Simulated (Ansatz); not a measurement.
An ordered 4-atom cell of Li2BrF on the rocksalt lattice (R-3m), relaxed with r2SCAN. Space group R-3m (No. 166), trigonal; conventional cell a = 3.471 Å, c = 16.405 Å, 14.26 Å³ an atom. Around F lie 6 Li at 2.28 Å; around Br lie 6 Li at 2.59 Å; around Li lie 3 F at 2.28 Å and 3 Br at 2.59 Å.

The questions ask for values computed with Ansatz on this geometry. (Calculated; non-magnetic; the phase may be known or hypothetical.)

**Question.** Is there a gap with r2SCAN, and of what kind?

**Answer.** r2SCAN gives a direct gap of 4.09 eV at Γ.

**Question.** How does the gap change from r2SCAN to PBE (8×8×8)?

**Answer.** PBE gives a direct gap of 3.44 eV at Γ. The gap differs by -0.65 eV from r2SCAN's.

**Question.** How does the gap change from r2SCAN to PBE+SOC (8×8×8)?

**Answer.** PBE+SOC gives a direct gap of 3.24 eV at Γ. Spin-orbit coupling itself accounts for -0.19 eV. The gap differs by -0.85 eV from r2SCAN's.

**Question.** How does the gap change from r2SCAN to HSE06 (6×6×6)?

**Answer.** With HSE06 the gap is 4.68 eV and direct, at Γ. The gap differs by +0.59 eV from r2SCAN's.

**Question.** How does the gap change from r2SCAN to PBE0 (6×6×6)?

**Answer.** With PBE0 the gap is 5.39 eV and direct, at Γ. The gap differs by +1.30 eV from r2SCAN's.

**Question.** What does G0W0@PBE with 170 empty bands, a screening cutoff of 120 eV and a 6×6×6 mesh give?

**Answer.** 5.83 eV (the shift on the mesh added to PBE's least gap). Over the mesh points the PBE gap of 3.44 eV becomes a quasiparticle gap of 5.83 eV (direct at Γ), a change of +2.39 eV. Renormalisation factors Z lie between 0.79 and 0.86. The G0W0 figures hold for the stated bands, cutoff and mesh and aren't extrapolated.

**Question.** How strongly does the crystal screen a field with clamped ions (r2SCAN)?

**Answer.** ε∞: 2.86 along x and y, 2.62 along z. Born charges, averaged over directions: F -1.28, Br -1.02, Li +1.15 e.

Only the levels marked +SOC include spin-orbit coupling.
